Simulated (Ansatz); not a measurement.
BaTiO$_{3}$ in space group P4mm (No. 99; Ti on 1b, Ba on 1a, O on 1b, O on 2c) under volume change, plane-wave PAW PBE (Ansatz code), shape and atoms relaxed at each volume.

```tsv
V (Å³/atom)	E − E(relaxed) (meV/atom)	P (GPa)
12.143	41.8	13.01
12.544	16.6	7.40
12.944	3.7	3.13
13.344	0.0	0.00
13.745	2.7	-2.05
14.145	9.2	-3.12
14.545	17.2	-3.33
```

Question: What does a third-order Birch–Murnaghan fit give for V₀, B₀ and B′?

Answer: V₀ = 13.35 Å³/atom, B₀ = 78.9 GPa, B′ = 13.2.

The PBE relaxation kept the symmetry of its start. The run is not spin-polarised. Scalar-relativistic: spin–orbit coupling is off unless named, which matters more the heavier the elements.

Potentials: the later of the program's two PAW sets.
